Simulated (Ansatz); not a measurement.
Relaxed bulk Al:

```cif
data_structure
_symmetry_space_group_name_H-M 'P6_3/mmc'
_symmetry_Int_Tables_number 194
_cell_length_a 2.8222
_cell_length_b 2.8222
_cell_length_c 9.2621
_cell_angle_alpha 90.000
_cell_angle_beta 90.000
_cell_angle_gamma 120.000
_cell_volume 63.89
loop_
_atom_site_label
_atom_site_type_symbol
_atom_site_symmetry_multiplicity
_atom_site_Wyckoff_symbol
_atom_site_fract_x
_atom_site_fract_y
_atom_site_fract_z
_atom_site_occupancy
Al1 Al 2 a 0.00000 0.00000 0.00000 1
Al2 Al 2 c 0.33333 0.66667 0.25000 1
```

Miller indices refer to the conventional cell of P6_3/mmc (No. 194), a = 2.822 Å, b = 2.822 Å, c = 9.262 Å, α = 90.00°, β = 90.00°, γ = 120.00°.

Consider the (001) slab of 10 planes, 20.8 Å thick with 15 Å of vacuum as cut; outer planes Al (top) and Al (bottom), all atoms relaxed.

These are results of DFT r2SCAN, scalar-relativistic, plane waves, PAW (Ansatz), not measurements. Cutoff 500 eV; k points 12×12×1 on the computed 10-atom cell (Γ-centred); Gaussian smearing, width 0.10 eV; no spin polarisation. The cell repeats along c with a dipole correction in the vacuum.

(1) Predict the surface energy (mean of both faces).

(2) Predict the work function.

(3) The top two planes lie 2.316 Å apart in the bulk. How does relaxation change this?

Results:

(1) 0.89 J/m².

(2) 4.05 eV (top), 4.07 eV (bottom).

(3) The spacing becomes 2.343 Å (+1.2 %).

The reference crystal is a form of Al, which isn't its usual structure.